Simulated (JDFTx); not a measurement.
## ScAl3(100) as an electrode

System: ScAl3(100) (Pm-3m bulk; lattice of mp-2121, not re-optimised at this level), 1x1 cell of 6 atoms in 3 planes (Al outermost, slab composition ScAl5), area 16.71 Å² a face, 4.2 Å between the outermost planes in a cell 20.1 Å high; k mesh 6×6×1, Fermi width 0.01 Ha, no spin polarisation. Whether this polymorph is the ambient one wasn't checked. Neither spin polarisation nor a larger cell was tried.

Computed with JDFTx (a modified build): PBE, GBRV ultrasoft potentials, plane waves to 20/100 Ha. Outer atoms relaxed in vacuum, keeping the start's symmetry. The same nuclei were then put into each liquid, at zero charge and at set potentials or charges. Both faces are the same ideal termination; reconstructions, overlayers and chemisorbed solvent are outside this model. Potentials are on the SHE scale by the convention U = −μ/e − 4.44 V; references calibrated for a solvation model differ from this value. Convergence in thickness and k mesh wasn't tested for this slab.

In vacuum the work function is 4.36 eV, which would put the uncharged electrode at -0.08 V vs SHE if the liquid did nothing. Each liquid moves the Fermi level of the neutral slab, now counted from the bulk liquid: linear PCM (GLSSA13), water, 1 M KCl by 0.30 eV, to a potential of zero charge of -0.38 V; CANDLE, acetonitrile, 1 M NaCl by 0.30 eV, to a potential of zero charge of -0.38 V. Outside water the SHE scale is nominal.

Charging:

| liquid | U − U_pzc (V) | σ (μC/cm²) | σ/(U − U_pzc) (μF/cm²) | Δγ (mJ/m²) |
|---|---|---|---|---|
| linear PCM (GLSSA13), water | -0.52 | -8.1 | 16 | -22 |
| linear PCM (GLSSA13), water | -0.32 | -5.2 | 16 | -9 |
| linear PCM (GLSSA13), water | -0.17 | -2.9 | 17 | -2 |
| linear PCM (GLSSA13), water | 0.28 | 5.3 | 19 | -7 |
| linear PCM (GLSSA13), water | 0.40 | 8.0 | 20 | -15 |
| linear PCM (GLSSA13), water | 0.48 | 9.8 | 21 | -22 |
| CANDLE, acetonitrile | 0.28 | 3.5 | 12 | -5 |
| CANDLE, acetonitrile | 0.58 | 7.6 | 13 | -21 |

The mean capacitance runs from 12 to 21 μF/cm². Δγ, the grand free energy per area against the neutral surface, is negative throughout, since charging at a held potential lowers it. The cavity function reaches one half at 2.6 Å (linear PCM (GLSSA13), water), 4.0 Å (CANDLE, acetonitrile) above the top atoms; the models define their cavities differently. No specific adsorption of ions or solvent is in these numbers.
